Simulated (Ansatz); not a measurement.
BaTe (rock salt, Fm-3m), plane-wave PAW PBE (Ansatz code). The conduction-band minimum lies at X, with 3 equivalent valleys. Second derivatives d²E/dk² of the lowest band at one valley (eV·Å²), along Cartesian directions:

```csv
direction,d²E/dk²
[100],5.722
[010],27.02
[001],27.02
[110],16.38
[101],16.38
[011],27.01
```

Task: Find the principal effective masses, the density-of-states mass and the conductivity mass.

Result: Off-diagonal terms follow from H_xy = H[110] − (H_xx + H_yy)/2, and m*/mₑ = 7.620 eV·Å² over each eigenvalue: 0.28, 0.28, 1.3. One valley's DOS mass (m₁m₂m₃)^(1/3) = 0.47, conductivity mass 3/(Σ 1/mᵢ) = 0.38 mₑ.

Task: What effective density of states Nc follows at 300 K for parabolic valleys?

Result: Nc = 2.509e19 × 3 × (0.47)^(3/2) ≈ 2.4e19 cm⁻³.

Task: With the computed static dielectric constant 13.1 (mean of the diagonal), estimate a hydrogenic donor's binding energy and radius.

Result: E = 13.606 eV × 0.38/13.1² ≈ 30 meV; a = 0.529 Å × ε/m* ≈ 18 Å. Semilocal masses tend to be too small where the gap is.

Task: With ε∞ = 5.90 and ω_LO = 132 cm⁻¹, what Fröhlich coupling constant follows?

Result: α = (1/ε∞ − 1/ε0) √(m* × 13.606 eV/ħω_LO) = 1.7.

The cell was relaxed with PBE under the symmetry of its start; of distortions, only those at the zone centre were tested. Spin–orbit coupling is left out wherever it is not named.

Potentials: the later of the program's two PAW sets.
